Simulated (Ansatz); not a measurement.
Ca (fcc type), DFT, PBE, all-electron PAW with datasets made for the crystal, scalar-relativistic (Ansatz 0.2.0), on 1 thread of Arm Neoverse V1 (shared host).

Command: `ansatz run input.yaml --threads 1 --pin off --max-ram 2048MiB --backend cpu --events-out ev --progress --plain --runs-dir out`

```yaml
crystal:
  lattice:
    - [0.0, 2.330157357, 2.330157357]
    - [2.330157357, 0.0, 2.330157357]
    - [2.330157357, 2.330157357, 0.0]
  atoms:
    - { symbol: Ca, position: [0.0, 0.0, 0.0] }
kpoints:
  mp_grid: { grid: [12, 12, 12] }
scf:
  occupations: { method: fermi_dirac, width: 0.08 }
hamiltonian:
  xc: pbe
  pseudopotentials: { kind: all_electron, datasets: crystal }
output:
  forces: true
  stress: true
  eigenvalues: true
```

Question: How large is the problem that the program sets up?

Answer: 72 irreducible k-points, 169 plane waves at Γ, 9 bands.

Question: About how long does it take?

Answer: 3.1 s of wall time for 6 SCF iterations. Times on shared machines scatter by tens of per cent.
